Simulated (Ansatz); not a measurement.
Below is a relaxed structure of NbTeI2. The cell was found from a structure generator's guess, not taken from experiment.

Computed with DFT PBE, scalar-relativistic, plane waves, PAW in Ansatz 0.2.0. Cutoff 420 eV, Γ-centred mesh, Gaussian smearing, collinear spin.

```
CELL_PARAMETERS angstrom
5.70165 0.00000 0.00000
0.00000 5.70165 0.00000
0.00000 0.00000 5.35851
ATOMIC_POSITIONS crystal
Nb 0.00000 0.00000 0.00000
Te 0.00000 0.00000 0.50000
I 0.50000 0.00000 0.00000
I 0.00000 0.50000 0.00000
```

Formation energies are uncorrected and refer to the elements' standard structures at the same level.

**Question.** What space group does it have?

**Answer.** P4/mmm (No. 123). Conventional cell: a = 5.702 Å, c = 5.359 Å. Nb has 2 Te at 2.68 Å and 4 I at 2.85 Å; Te is surrounded by 2 Nb at 2.68 Å; I is surrounded by 2 Nb at 2.85 Å.

**Question.** How far does it lie from the elements in energy?

**Answer.** −0.07 eV/atom. It lies below the elements, which doesn't yet make it stable against other compounds or structures.

**Question.** Is it a metal?

**Answer.** Yes, bands cross the Fermi level on the 8×8×10 mesh.

**Question.** Which magnetic moments does it keep?

**Answer.** 0.06 μB per atom net, the space between the atoms included; by site: Nb 0.2 μB.

**Question.** From what recipe could a structure generator have reached it?

**Answer.** One such recipe: ordered mixture on the anion sites of rhenium trioxide (P4/mmm, No. 123). Other recipes can lead to the same cell.

The last run used collinear spin, an 8×8×10 mesh (in the run's order of axes) for its 4-atom cell and Gaussian smearing of 0.10 eV. These runs have no spin–orbit coupling, which can matter for I and Te. The reference forms of I and Te are held partly by dispersion forces, which this level lacks. Another magnetic order may lie lower. Symmetry constrained the relaxation, so the result can be a saddle point.
